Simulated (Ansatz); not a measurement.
AlRu:
```
AlRu
1.0
    2.97626     0.00000     0.00000
    0.00000     2.97626     0.00000
    0.00000     0.00000     2.97626
Al Ru
1 1
Direct
  0.00000   0.00000   0.00000
  0.50000   0.50000   0.50000
```

Relaxed with PBEsol. Special points in fractions of this cell's reciprocal vectors: Γ (0.000, 0.000, 0.000); X (0.000, 0.500, 0.000); M (0.500, 0.500, 0.000); R (0.500, 0.500, 0.500).

Problem. List the band energies nearest the Fermi level at these points for PBEsol with spin–orbit coupling (plane waves, PAW; program Ansatz).

Solution. In eV from the Fermi level; about four levels below and three above (degenerate sets whole), none deeper than 8.9 eV; points with the same levels are listed once.

| k | below | above |
|---|---|---|
| Γ | -3.71 -3.71 -3.71 -3.71 | 0.10 0.10 0.10 0.10 |
| X | -1.72 -1.72 -1.60 -1.60 | 0.44 0.44 2.32 2.32 |
| M | -1.27 -1.27 -1.16 -1.16 | 1.54 1.54 5.36 5.36 |
| R | -4.77 -4.77 -4.77 -4.77 -4.68 -4.68 | 1.63 1.63 1.63 1.63 |

Space group Pm-3m (CsCl type). The PBEsol relaxation kept the symmetry of its start. No spin polarisation was allowed.

Potentials: the later of the program's two PAW sets.
